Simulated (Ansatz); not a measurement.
BaC$_{2}$:
```xyz
3
Lattice="2.5417 1.4674 2.4540 -2.5417 1.4674 2.4540 0.0000 -2.9349 2.4540" Properties=species:S:1:pos:R:3 pbc="T T T"
Ba     0.0000     0.0000     0.0000
C      0.0000     0.0000     4.3136
C      0.0000     0.0000     3.0485
```

Tensor components refer to the Cartesian frame of this cell.

**Question.** Give the high-frequency dielectric tensor and the Born effective charge tensors of the independent atoms from DFPT, plane-wave PAW PBEsol (Ansatz code).

**Answer.** 
ε∞:
```
4.70  0.00  0.00
0.00  4.70  0.00
0.00  0.00  5.46
```
Z* of atom 1 (Ba), rows: field, columns: displacement, in e:
```
2.79  0.00  0.00
0.00  2.79  0.00
0.00  0.00  2.68
```
Z* of atom 2 (C), rows: field, columns: displacement, in e:
```
-1.40   0.00   0.00
 0.00  -1.40   0.00
 0.00   0.00  -1.34
```

Space group R-3m. The first step of the workflow began from a Materials Project structure, measured or hypothetical; the Crystallography Open Database copy checked does not list it. Its standing as an ambient phase is unchecked. The PBEsol relaxation kept the symmetry of its start; its stability against distortions is not shown here. Its formation energy is positive at this level, so the cell may be metastable or incomplete. Spin–orbit coupling is left out wherever it is not named.

Potentials: the later of the program's two PAW sets.
